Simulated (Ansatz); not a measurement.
**BaCaLaSbO₆: 139La NMR of the central transition**

Cell: a Materials Project structure (computed, not necessarily an observed phase), atoms as given.

```
CELL_PARAMETERS angstrom
6.00926 0.00000 0.00000
-0.01672 6.07404 0.00000
-0.10357 -0.06733 8.58417
ATOMIC_POSITIONS crystal
Ba 0.50505 0.53149 0.25078
Ba 0.49495 0.46851 0.74922
Ca 0.99063 0.03990 0.25546
Ca 0.00937 0.96010 0.74454
La 0.00000 0.50000 0.00000
La 0.50000 0.00000 0.50000
Sb 0.50000 0.00000 0.00000
Sb 0.00000 0.50000 0.50000
O 0.23171 0.18555 0.93420
O 0.27223 0.69085 0.52590
O 0.76829 0.81445 0.06580
O 0.72777 0.30915 0.47410
O 0.30967 0.73169 0.95888
O 0.17648 0.22172 0.55639
O 0.69033 0.26831 0.04112
O 0.82352 0.77828 0.44361
O 0.38680 0.99979 0.22608
O 0.06297 0.43669 0.27185
O 0.61320 0.00021 0.77392
O 0.93703 0.56331 0.72815
```

Sites (sets of like atoms) are named by element and the number of their first atom in this list.

The numbers come from a DFT calculation in Ansatz (r2SCAN, plane waves and PAW, scalar-relativistic, 500 eV cutoff, Γ-centred 4×4×3 k-points, Fermi–Dirac smearing 0.02 eV).

139La has I = 7/2 and Q = 206.0 mb (Pyykkö 2018); at 14.1 T its Larmor frequency is ν₀ = 85.5 MHz (from the bare nuclear moment; shielding lowers the observed one by a per cent or two). Only the quadrupole interaction is simulated: positions count from each site's isotropic chemical shift, and shift anisotropy, dipolar and J coupling are left out.

Q: Simulate the second-order pattern (static powder, Gaussian broadening 20 kHz) of site La5 (6 O at 2.36–2.43 Å).

A: The calculation gives C_Q = -49.5 MHz and η = 0.53, so ν_Q = 3.54 MHz and the centre of gravity lies at -939 ppm (-80.3 kHz).

(offset (kHz), height): (-409.9, 0), (-389.4, 3), (-368.9, 27), (-348.4, 38), (-327.9, 40), (-307.4, 41), (-286.9, 43), (-266.4, 45), (-245.9, 47), (-225.4, 50), (-204.9, 54), (-184.4, 58), (-163.9, 63), (-143.3, 73), (-122.8, 92), (-102.3, 91), (-81.8, 76), (-61.3, 70), (-40.8, 67), (-20.3, 67), (0.2, 67), (20.7, 60), (41.2, 60), (61.7, 73), (82.2, 100), (102.7, 65), (123.2, 44), (143.7, 39), (164.2, 36), (184.7, 24), (205.2, 3), (225.7, 0)

The largest force is 0.5 eV/Å, so the atoms aren't at the calculated equilibrium and relaxing them would move these values. Without spin–orbit coupling (the program notes it for La) the gradients are little affected as a rule: paired runs on crystals with a gap mostly move them by under 2 % at such atoms.
